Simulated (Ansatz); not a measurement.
Data:

PbS:
Space group P6₃/mmc (No. 194); a = b = 4.0236 Å, c = 7.2143 Å, α = β = 90.00°, γ = 120.00°

```json
[
 {"atom": "Pb", "site": "2a", "symmetry": "-3m.", "x": "0.0000", "y": "0.0000", "z": "0.0000"},
 {"atom": "S", "site": "2d", "symmetry": "-6m2", "x": "0.6667", "y": "0.3333", "z": "0.2500"}
]
```

This is the LDA-relaxed structure.

### Question
All from LDA in the plane-wave PAW code Ansatz, unless another level is named. Estimate the Young's modulus.

### Answer
71.3 GPa.

### Question
Give the highest zone-centre frequency.

### Answer
243 cm⁻¹.

Space group P6_3/mmc (NiAs type). The workflow started from a Materials Project entry (that database holds measured and hypothetical structures alike); the Crystallography Open Database copy checked does not list it. It is not the phase usual at ambient conditions (space group No. 225). Symmetry was held in the LDA relaxation; of distortions, only those at the zone centre were tested, and some modes there are weakly imaginary. A small band overlap can be real or an error of a semilocal functional. As this level gives no gap, phonon frequencies hold no LO–TO term and depend on the k-mesh and smearing (Fermi–Dirac, 0.1 eV here). Spin–orbit coupling is left out wherever it is not named.

Potentials: the later of the program's two PAW sets.
